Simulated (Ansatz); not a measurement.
Ansatz (a quantum-chemistry and plane-wave program) input:

Ansatz 0.2 input:
```yaml
crystal:
  lattice:
    - [2.8100234593, 0.0, 0.0]
    - [0.0, 2.8100234593, 0.0]
    - [0.0, 0.0, 4.066125556]
  atoms:
    - { symbol: Al, position: [0.5, 0.5, 0.5] }
    - { symbol: Ti, position: [0.0, 0.0, 0.0] }
kpoints:
  mp_grid: { grid: [30, 30, 21] }
hamiltonian:
  xc: r2scan
  pseudopotentials: { kind: paw }
scf:
  occupations: { method: fermi_dirac, width: 0.1 }
elastic: { mode: relaxed_ion, stencil: two_point, amplitude: 0.005, f_tol: 0.0005 }
```

Output (shortened):

```
Pseudopotentials: kind: paw
Pseudopotential: Al, paw, valence charge 3
Pseudopotential: Ti, paw, valence charge 12
Functional definition: r2SCAN
Crystal: 2 atoms, lattice volume = 32.107 Å³
Basis set: ecut = 500 eV, 815 PW (Γ), exchange–correlation on 96×96×120 points (64 copies of the dense FFT grid, shifted against one another)
Bands: 12, of which v1, the nominal top of the filled ones, is band 8 counted from 1 (7 counted from 0)
Symmetry: 16 space group operations
Space group: P4/mmm (ITA 123), of the structure as read, at distance tolerance 3.2e-5 Å
k-points: 1496 of 18900
PAW frozen core: Al, regenerated for the run's functional
PAW frozen core: Ti, regenerated for the run's functional
Initial wavefunctions: pseudopotential atomic-orbital guess
Eigensolver: davidson
Functional: x = r2scan, c = r2scan; τ floored in thin density (d = 2e-4 eV/Å³)
all-band conjugate gradients solve this SCF's bands
the search or the solves at the SCF's close seem to have found levels that the self-consistency loop had missed (the run counts 2) …
SCF 1 converged in 10 iterations: F = -3045.711526 eV  dr2 = 9.72e-15
Crystal: 2 atoms, lattice volume = 32.107 Å³
Initial density: handed on by an earlier stage of this run
Initial wavefunctions: those handed on with the density
SCF 2 converged in 2 iterations: F = -3045.711526 eV  dr2 = 1.01e-14
density extrapolation: transplant  |δρ|_rms = 3.490e-2 e/Å³  SAD shift = 5.528e-3 e/Å³
Crystal: 2 atoms, lattice volume = 31.947 Å³
Basis set: ecut = 500 eV, 807 PW (Γ), exchange–correlation on 96×96×120 points (64 copies of the dense FFT grid, shifted against one another)
Symmetry: 8 space group operations
k-points: 2816 of 18900
SCF 3 converged in 9 iterations: F = -3045.710815 eV  dr2 = 4.18e-14
density extrapolation: first-order (α = -2.000)  |δρ|_rms = 3.490e-2 e/Å³  SAD shift = 5.484e-3 e/Å³
Crystal: 2 atoms, lattice volume = 32.268 Å³
Basis set: ecut = 500 eV, 823 PW (Γ), exchange–correlation on 96×96×120 points (64 copies of the dense FFT grid, shifted against one another)
SCF 4 converged in 7 iterations: F = -3045.711171 eV  dr2 = 6.79e-14
density extrapolation: transplant  |δρ|_rms = 3.490e-2 e/Å³  SAD shift = 5.497e-3 e/Å³
Crystal: 2 atoms, lattice volume = 31.947 Å³
SCF 5 converged in 10 iterations: F = -3045.711094 eV  dr2 = 3.16e-15
density extrapolation: first-order (α = -2.000)  |δρ|_rms = 3.490e-2 e/Å³  SAD shift = 5.455e-3 e/Å³
Crystal: 2 atoms, lattice volume = 32.268 Å³
SCF 6 converged in 7 iterations: F = -3045.711032 eV  dr2 = 9.13e-15
density extrapolation: transplant  |δρ|_rms = 3.490e-2 e/Å³  SAD shift = 3.059e-3 e/Å³
Crystal: 2 atoms, lattice volume = 32.107 Å³
Basis set: ecut = 500 eV, 813 PW (Γ), exchange–correlation on 96×96×120 points (64 copies of the dense FFT grid, shifted against one another)
Symmetry: 4 space group operations
k-points: 5056 of 18900
SCF 7 converged in 9 iterations: F = -3045.711215 eV  dr2 = 1.76e-14
density extrapolation: first-order (α = -2.000)  |δρ|_rms = 3.490e-2 e/Å³  SAD shift = 3.059e-3 e/Å³
Crystal: 2 atoms, lattice volume = 32.107 Å³
SCF 8 converged in 7 iterations: F = -3045.711215 eV  dr2 = 1.63e-14
density extrapolation: transplant  |δρ|_rms = 3.490e-2 e/Å³  SAD shift = 3.031e-3 e/Å³
Crystal: 2 atoms, lattice volume = 32.107 Å³
k-points: 2651 of 18900
SCF 9 converged in 9 iterations: F = -3045.711407 eV  dr2 = 2.01e-14
density extrapolation: first-order (α = -2.000)  |δρ|_rms = 3.490e-2 e/Å³  SAD shift = 3.031e-3 e/Å³
Crystal: 2 atoms, lattice volume = 32.107 Å³
SCF 10 converged in 6 iterations: F = -3045.711407 eV  dr2 = 6.67e-14
SCF converged after 2 iterations
Free energy (F): -3045.711526 eV
Harris-Foulkes:  -3045.711526 eV  (|F-HF|=9.09e-13)
Internal energy: -3045.658555 eV  (E = F + TS)
E sigma→0 (E₀):  -3045.685041 eV
Entropy (-TS):   -0.052971 eV (-26.486 meV/atom)
Fermi energy:    11.129076 eV
--- Per-component energies (eV) ---
  E_band       = -176.610089
  E_kinetic    = 297.215788
  E_local      = -1069.765524  (includes V_loc(G=0)·N_el)
  E_nonlocal   = 17.886331
  E_hartree    = 458.474034
  E_xc         = -130.318129
  E_vxc        = -164.820863  (∫ρ·V_xc dr)
  E_paw        = -1530.541422  (= ΣΔE_a)
  E_vpaw       = -184.413302  (= ΣTr[D̂ρ^β])
  E_aug_tail   = 0.000093  (compensation charges beyond the density's cutoff)
  E_vtau       = 10.339317  (kinetic-family band-sum trace: ∫τ·v_τ [+ j·A + Jᵃ·Aᵃ] dr)
  E_ewald      = -1088.296159
  E_core_change = -0.313565  (= ΣΔE_core)
  E_smearing   = -0.052971  (= −TS)
  E_closure    = 0.000000  (closes the sum)
  Σ components = -3045.711526   (vs F -3045.711526, Δ=0.00e0)
--- Forces (eV/Å), atoms counted from 1 ---
  atom   1  Al     0.00000000     0.00000000     0.00000000
  atom   2  Ti     0.00000000     0.00000000     0.00000000
  max |Σ_I F_I| component: 0.0 eV/Å
--- Stress (GPa, compression-positive) ---
        0.170916       0.000000       0.000000
        0.000000       0.170916       0.000000
        0.000000       0.000000      -0.032924
  P = ⅓ Tr σ = 0.1030 GPa (1.030 kbar)
  The stress holds the Pulay correction. Without it, at fixed plane waves, as pw.x and ABINIT print it: P = 0.0526 GPa
  The stress includes an estimate of the error left by incomplete SCF convergence (largest component 0.0000 GPa).
--- Band table (eV; the first three rows and the last of 1496) ---
  k-point 0: bands = ["-47.8487", "-23.2015", "-22.7219", "-22.7219", "1.4692", "9.1214", "10.1443", "10.5866", "13.5092", "13.5092", "14.8445", "17.7095"]
  k-point 1: bands = ["-47.8487", "-23.2020", "-22.7219", "-22.7219", "1.4913", "8.9922", "10.1481", "10.6696", "13.5001", "13.5001", "14.8448", "17.7773"]
  k-point 2: bands = ["-47.8486", "-23.2032", "-22.7218", "-22.7218", "1.5570", "8.6711", "10.1592", "10.8562", "13.4739", "13.4739", "14.8457", "17.9746"]
  k-point 1495: bands = ["-47.7211", "-23.1691", "-23.1691", "-23.0896", "8.4982", "8.7187", "8.7187", "13.3301", "13.3690", "13.9492", "15.3628", "15.3628"]
  band table: 12 of 12 bands, residual norms ≤ 1.0e-3 eV
--- Elastic constants: 4 strain directions × 2 members + reference (group order 16) ---
  dense FFT box of the reference and of every strained cell: 24×24×30
  strains applied: 11, 33, 23, 12; error gains …
  C = ∂σ_k/∂η_j (tension-positive GPa; Voigt order 11 22 33 23 13 12):
       212.747     62.794     88.494      0.000      0.000      0.000
        62.794    212.747     88.494      0.000      0.000      0.000
        88.265     88.265    184.846      0.000      0.000      0.000
         0.000      0.000      0.000    123.972      0.000      0.000
         0.000      0.000      0.000      0.000    123.972      0.000
         0.000      0.000      0.000      0.000      0.000     47.614
  reference stress σ⁰ (GPa):     -0.171     -0.171      0.033      0.000      0.000      0.000
  moduli (Voigt/Reuss/Hill, GPa): K = 121.05/121.05/121.05   G = 83.83/70.38/77.11   E = 190.81   ν = 0.237
  mechanically stable: yes (min eigenvalue of sym C = 47.61 GPa)
  strain η (Voigt 11):  stress-route row diagonal C_11 = 212.75 GPa, energy-path curvature d²(F+E_count+ΔE)/dδ²/Ω₀ = 212.73 GPa
         δ    σ_11 (GPa)             F (eV)   n_scf  n_hpsi   n_pw
    -5.000e-3      -1.2537       -3045.7108149       9  729780    836   relax 0 steps, max|allowed force component| 0.0 eV/Å
     5.000e-3       0.8738       -3045.7111708       7  603511    844   relax 0 steps, max|allowed force component| 0.0 eV/Å
  strain η (Voigt 33):  stress-route row diagonal C_33 = 184.85 GPa, energy-path curvature d²(F+E_count+ΔE)/dδ²/Ω₀ = 184.87 GPa
         δ    σ_33 (GPa)             F (eV)   n_scf  n_hpsi   n_pw
    -5.000e-3      -0.8974       -3045.7110937      10  400258    831   relax 0 steps, max|allowed force component| 0.0 eV/Å
     5.000e-3       0.9511       -3045.7110318       7  306414    843   relax 0 steps, max|allowed force component| 0.0 eV/Å
  strain η (Voigt 23):  stress-route row diagonal C_44 = 123.97 GPa, energy-path curvature d²(F+E_count+ΔE)/dδ²/Ω₀ = 124.01 GPa
         δ    σ_23 (GPa)             F (eV)   n_scf  n_hpsi   n_pw
    -5.000e-3      -0.6199       -3045.7112152       9  1280886    837   relax 0 steps, max|allowed force component| 0.00e0 eV/Å
     5.000e-3       0.6199       -3045.7112152       7  1085309    837   relax 0 steps, max|allowed force component| 0.00e0 eV/Å
  strain η (Voigt 12):  stress-route row diagonal C_66 = 47.61 GPa, energy-path curvature d²(F+E_count+ΔE)/dδ²/Ω₀ = 47.71 GPa
         δ    σ_12 (GPa)             F (eV)   n_scf  n_hpsi   n_pw
    -5.000e-3      -0.2381       -3045.7114066       9  662666    840   relax 0 steps, max|allowed force component| 0.0 eV/Å
     5.000e-3       0.2381       -3045.7114066       6  522701    840   relax 0 steps, max|allowed force component| 0.0 eV/Å
```

Cost: around 23 core-minutes (rough) on shared cores.

The cell was relaxed with r²SCAN under the symmetry of its start; of distortions, only those at the zone centre were tested. The run is not spin-polarised. As this level gives no gap, shear constants depend on the k-mesh and smearing (Fermi–Dirac, 0.1 eV here). Axis ratios of metals converge slowly with the k-mesh, so a and c are less sure than the volume.

Potentials: the later of the program's two PAW sets.

Ansatz is a plane-wave DFT program.
